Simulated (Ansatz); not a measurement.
The start is a relaxed Zr cell displaced along its unstable phonon at q = (0, 0, ½) of its primitive reciprocal cell (81i cm⁻¹), largest move 0.15 Å. The structure is fully relaxed (lattice and positions, P = 0) with PBEsol (plane waves to 420 eV, PAW, scalar-relativistic; Ansatz, a program for electronic structure). The first steps use a coarse 13×13×6 k-mesh.

Initial structure:
```
CELL_PARAMETERS angstrom
      2.97337     0.00000     0.00000
     -1.48669     2.57502     0.00000
      0.00000     0.00000     5.95814
ATOMIC_POSITIONS crystal
  Zr 0.97087 0.94175 0.00000
  Zr 0.02913 0.05825 0.50000
```

Which atoms feel the largest initial force, and how large is it?

0.30 eV/Å, on Zr1, Zr2 (atoms numbered as listed).

By how much does the energy per atom fall from start to end?

0.33 eV/atom.

How does the volume per atom move from start to end?

-1.5 %, from 22.81 to 22.47 Å³/atom.

Does it find its way back to the structure it was made from?

It does not go back: it reaches P6₃/mmc (No. 194), hcp (Mg type), 0.35 eV/atom below the parent.

How do the shortest distances between atoms change?

The closest pairs of elements (up to four, under 3.6 Å), start → end: Zr–Zr 2.97 → 3.15 Å.

What band gap does the relaxed structure have at this level?

Zero (metallic).

Write out the relaxed structure.


```cif
data_Zr2
_chemical_formula_sum 'Zr2'
_space_group_name_H-M_alt 'P63/mmc'
_space_group_IT_number 194
_space_group_name_Hall '-P 6c 2c'
_cell_length_a 3.18473
_cell_length_b 3.18473
_cell_length_c 5.11708
_cell_angle_alpha 90.000
_cell_angle_beta 90.000
_cell_angle_gamma 120.000
loop_
_atom_site_label
_atom_site_type_symbol
_atom_site_symmetry_multiplicity
_atom_site_Wyckoff_symbol
_atom_site_fract_x
_atom_site_fract_y
_atom_site_fract_z
_atom_site_occupancy
Zr1 Zr 2 d 0.66667 0.33333 0.25000 1
```

Final values are on a 17×17×9 k-mesh of the relaxed cell. No spin polarisation in the result.

The run could not lose the symmetry of its start.

Of the parent cell (P6/mmm (No. 191)): it is a generated cell of Zr: the first start was made by placing the elements on the sites of a structure type, and the end was not matched to a known phase here, so it may be hypothetical. Known forms of Zr include space group No. 194.
